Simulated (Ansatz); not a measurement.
Sr3BiN (anti-perovskite, space group No. 221) at seven volumes, PBEsol in the plane-wave PAW code Ansatz, scaled uniformly. One row is withheld.

```tsv
V (Å³/atom)	P (GPa)
25.167	5.51
25.997	?
26.827	1.55
27.656	0.00
28.486	-1.33
29.316	-2.46
30.145	-3.42
```

Question: Fit the shown pressures and predict the withheld one.

Answer: P = (3/2)B₀(x^(7/2) − x^(5/2))[1 + (3/4)(B′ − 4)(x − 1)] with x = (V₀/V)^(2/3). Least squares on the six rows gives V₀ = 27.655 Å³/atom, B₀ = 47.7 GPa, B′ = 4.29. At V = 25.997, x = 1.0421 and P = 3.37 GPa. The run itself gave 3.37 GPa.

Space group Pm-3m (anti-perovskite). The workflow started from a Materials Project entry (that database holds measured and hypothetical structures alike); the Crystallography Open Database copy checked does not list it. Its standing as an ambient phase is unchecked. Symmetry was held in the PBEsol relaxation; its stability against distortions is not shown here. Spin–orbit coupling is left out wherever it is not named.

Potentials: the later of the program's two PAW sets.
